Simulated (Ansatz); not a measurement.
Ru (hcp (Mg type), P6_3/mmc) under volume change, the program Ansatz at the r²SCAN level (PAW), shape and atoms relaxed at each volume.

| V (Å³/atom) | E − E(relaxed) (meV/atom) | P (GPa) |
|---|---|---|
| 12.298 | ? | ? |
| 12.703 | ? | ? |
| 13.109 | 13.6 | 11.09 |
| 13.514 | 0.0 | -0.01 |
| 13.920 | 12.1 | -9.31 |
| 14.325 | 45.9 | -17.11 |
| 14.730 | 97.6 | -23.62 |

### Question
Fill in the missing entries.

### Answer

- 12.703, E − E(relaxed) (meV/atom): 57.9
- 12.703, P (GPa): 24.29
- 12.298, E − E(relaxed) (meV/atom): 138.7
- 12.298, P (GPa): 40.00

### Question
What does a third-order Birch–Murnaghan fit give for V₀, B₀ and B′?

### Answer
V₀ = 13.51 Å³/atom, B₀ = 338 GPa, B′ = 4.8.

The r²SCAN relaxation kept the symmetry of its start. No spin polarisation was allowed.

Potentials: the earlier of the program's two PAW sets.
